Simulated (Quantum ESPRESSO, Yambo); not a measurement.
K2S (anti-fluorite, space group Fm-3m, No. 225) under isotropic strain of -3 % on all lattice vectors. The PBEsol cell relaxed from Materials Project entry mp-1022 was given an isotropic strain of -3 % on all lattice vectors, and the atoms were relaxed again. Chain: norm-conserving PBEsol (Quantum ESPRESSO, 74 Ry, without SOC); G0W0 in Yambo (4×4×4 Γ-centred k mesh, 180 bands and a 8 Ry block in the screening, 180 bands in G with the Bruneval-Gonze terminator, plasmon pole fitted at 27.2 eV); BSE (8×8×8 mesh, 3 valence and 6 conduction bands, static screening with 47 bands and a 4 Ry block, scissor 1.85 eV, Tamm-Dancoff).

PBEsol gap (dense path): 2.57 eV
PBEsol gap X → Γ on the GW mesh: 2.57 eV
PBEsol smallest direct gap on the GW mesh, at Γ: 2.91 eV
G0W0 direct gap at that point: 4.76 eV
G0W0 correction to the gap X → Γ: 1.90 eV
direct gap on the BSE mesh, with the scissor: 4.76 eV
first BSE state allowed for light along x: 4.21 eV
lowest BSE state: 4.21 eV
binding of the lowest exciton: 0.55 eV

Rough cost of the Yambo steps against G0W0 for 6 states: BSE within a factor of two.

Convergence of the G0W0 settings was not tested. The BSE states are vertical excitations (zero momentum); the indirect quasiparticle gap, about 4.46 eV, is smaller than the direct one (4.76 eV on the GW mesh). Convergence of the binding with the mesh was not shown.
